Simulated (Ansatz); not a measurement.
PbS (rock salt)

```yaml
crystal:
  lattice:
    - [0.00000, 2.98725, 2.98725]
    - [2.98725, 0.00000, 2.98725]
    - [2.98725, 2.98725, 0.00000]
  atoms:
    - { symbol: S, position: [0.00000, 0.00000, 0.00000] }
    - { symbol: Pb, position: [0.50000, 0.50000, 0.50000] }
```

In this cell atom 2 (Pb, nearest neighbour S at 2.987 Å; its periodic images, 4.2 Å or more away, move with it) is moved by s towards the nearest neighbour, unit vector (-1.000, 0.000, 0.000); all other atoms and the cell stay fixed.

Computed with r2SCAN (plane waves to 500 eV, PAW, scalar-relativistic; Ansatz, a program for electronic structure). k mesh 8×8×8 (Γ-centred), Fermi-Dirac smearing 0.05 eV. Energies are smeared free energies. PbS was relaxed with its symmetry unable to fall. Spin-orbit coupling is left out, though Pb is heavy. ΔE is measured from the undisplaced structure.

| s (Å) | ΔE (meV/cell) |
|---|---|
| -0.600 | 413 |
| -0.480 | 179 |
| -0.360 | withheld |
| -0.240 | 15 |
| -0.120 | 2 |
| 0.000 | 0 |
| 0.120 | 2 |
| 0.240 | 15 |
| 0.360 | withheld |
| 0.480 | 179 |
| 0.600 | 413 |

Fit an even polynomial form (powers 2, 4) to the given rows and predict ΔE at s = 0.360.

Least squares on the 9 given rows: ΔE = (110.6)·s² + (2881)·s⁴, in meV/cell with s in Å; root-mean-square residual 0.5 meV/cell. At 0.360 the fit gives 63 meV/cell; the calculation gives 62 meV/cell, so the interpolation is off by 1 (+1.6 %). The quadratic term alone would give 14 meV/cell.

(A displaced cell: forces are minus the slopes of the energy, force constants its curvatures, and phonons follow from these.)
